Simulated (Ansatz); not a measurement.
Ansatz input

```yaml
crystal:
  lattice:
    - [3.0902661788, 0.0, 0.0]
    - [0.0, 3.0902661788, 0.0]
    - [0.0, 0.0, 3.0902661788]
  atoms:
    - { symbol: Te, position: [0.0, 0.0, 0.0] }
hamiltonian:
  xc: lda
  pseudopotentials:
    kind: paw
    azcp:
      Te: "pseudopotentials/Te.paw.azcp"
basis:
  ecutwfc: 420
  fft_grid_basis: typed
kpoints:
  mp_grid: { grid: [11, 11, 11], shift: [0, 0, 0] }
magnetization:
  spin_polarized: false
scf:
  occupations: { method: fermi_dirac, width: 0.1 }
  lower_state_search: "off"
output:
  stress: true
  write_density: true
  write_potential: true
  elf: true
  volumetric_format: npy
```

and its output:

```
Warning: the record states the generating functional pbe (its physics header spells it `PBE`), which answers neither for hamiltonian.xc's functional nor for the lda family's — results may be inconsistent (PPs are generated against a specific XC)
Engine: ansatz 0.2.0, x86_64-unknown-linux-gnu
Pseudopotentials: kind: paw
Pseudopotential: Te, paw, valence charge 16, recommended cutoff 420 eV (normal) 
Functional definition: SPW92
  exchange = slater_x
  correlation = pw_c
Crystal: 1 atoms, lattice volume = 29.511 Å³
Basis set: ecut = 420 eV, 587 PW (Γ)
Bands: 12, of which v1, the nominal top of the filled ones, is band 8 counted from 1 (7 counted from 0)
Symmetry: 48 space group operations
Space group: Pm-3m (ITA 221), of the structure as read, at distance tolerance 3.1e-5 Å
k-points: 56 of 1331
Non-local potential: Te, projectors of the file, l = 0: 2, l = 1: 2, l = 2: 2, l = 3: 2
PAW form: soft (Blöchl's): semilocal exchange-correlation on the pseudo side does not see the compensation charge
PAW frozen core: Te, regenerated for the run's functional, and the local potential with it (the file was generated under x = pbe(κ = 0.804, μ = 0.2195149727645171), c = pbe(β = 0.06672455060314922))
PAW one-centre angular grid: Te, 590 points (default); XC on 64 Gauss nodes
Initial density: superposition of atomic densities (neutral atoms: chi_scale 0, normalization atom), corrected by the library's trained network
Initial wavefunctions: pseudopotential atomic-orbital guess
Functional: x = slater, c = lda
SCF iter   1: F=—  HF=-6827.180559 eV  |F-HF|=—  |Δ(HF+E_count)|=         —  Δρ=5.02e-3  dr2=3.71e-3  ethr=1.77e-3  ⟨swp⟩=5.2  Hψ=4064  notcnv=0
SCF iter   2: F=—  HF=-6827.178638 eV  |F-HF|=—  |Δ(HF+E_count)|=   1.92e-3  Δρ=2.81e-3  dr2=1.43e-3  ethr=2.32e-5  ⟨swp⟩=1.7  Hψ=1191  notcnv=0
SCF iter   3: F=—  HF=-6827.177969 eV  |F-HF|=—  |Δ(HF+E_count)|=   6.69e-4  Δρ=9.40e-5  dr2=2.65e-6  ethr=8.91e-6  ⟨swp⟩=2.6  Hψ=1031  notcnv=0
SCF iter   4: F=—  HF=-6827.177967 eV  |F-HF|=—  |Δ(HF+E_count)|=   1.53e-6  Δρ=3.90e-5  dr2=4.43e-7  ethr=1.65e-8  ⟨swp⟩=2.1  Hψ=1134  notcnv=0
iter 5 did not close the SCF: its close was put off for the readings that it lacked (scf_convergence_deferred on its scf_iter line)
SCF iter   5: F=-6827.177967 eV  HF=-6827.177967 eV  |F-HF|=2.51e-8  |Δ(HF+E_count)|=   3.35e-7  Δρ=8.47e-6  dr2=1.85e-8  ethr=2.77e-9  ⟨swp⟩=2.0  Hψ=1118  notcnv=0
SCF iter   6: F=-6827.177967 eV  HF=-6827.177967 eV  |F-HF|=3.47e-9  |Δ(HF+E_count)|=   1.21e-8  Δρ=3.12e-6  dr2=2.52e-9  ethr=1.16e-10  ⟨swp⟩=6.5  Hψ=4230  notcnv=0
SCF 1 converged in 6 iterations: F = -6827.177967 eV  dr2 = 2.52e-9
SCF converged after 6 iterations
Free energy (F): -6827.177967 eV
Harris-Foulkes:  -6827.177967 eV  (|F-HF|=3.47e-9)
Internal energy: -6827.161034 eV  (E = F + TS)
E sigma→0 (E₀):  -6827.169501 eV
Entropy (-TS):   -0.016933 eV (-16.933 meV/atom)
Fermi energy:    10.759397 eV
--- Per-component energies (eV) ---
  E_band       = -238.082899
  E_kinetic    = 182.644597
  E_local      = -1130.045259  (includes V_loc(G=0)·N_el)
  E_nonlocal   = -304.925826
  E_hartree    = 750.830485
  E_xc         = -124.521328
  E_vxc        = -105.674653  (∫ρ·V_xc dr)
  E_paw        = -4509.547893  (= ΣΔE_a)
  E_vpaw       = -381.739819  (= ΣTr[D̂ρ^β])
  E_aug_tail   = -0.000194  (compensation charges beyond the density's cutoff)
  E_ewald      = -1692.274276
  E_core_change = 0.678661  (= ΣΔE_core)
  E_smearing   = -0.016933  (= −TS)
  E_closure    = -0.000000  (closes the sum)
  Σ components = -6827.177967   (vs F -6827.177967, Δ=0.00e0)
--- Stress (GPa, compression-positive) ---
        2.771438      -0.000000      -0.000000
       -0.000000       2.771438      -0.000000
        0.000000      -0.000000       2.771438
  P = ⅓ Tr σ = 2.7714 GPa (27.714 kbar)
--- Band table (eV; the first three rows and the last of 56) ---
  k-point 0: bands = ["-26.6811", "-26.6811", "-26.5896", "-26.5896", "-26.5896", "-3.7195", "12.0410", "12.0410", "12.0410", "16.8912", "16.8912", "17.5136"]
  k-point 1: bands = ["-26.6809", "-26.6742", "-26.5914", "-26.5914", "-26.5895", "-3.6096", "10.8414", "12.1422", "12.1422", "16.9912", "17.3578", "18.5738"]
  k-point 2: bands = ["-26.6803", "-26.6557", "-26.5962", "-26.5962", "-26.5891", "-3.2886", "8.7561", "12.4303", "12.4303", "17.2875", "17.7295", "21.2331"]
  k-point 55: bands = ["-26.6352", "-26.6352", "-26.6352", "-26.5478", "-26.5478", "2.4058", "7.4716", "7.4716", "7.5729", "14.8748", "15.1200", "15.1200"]
```
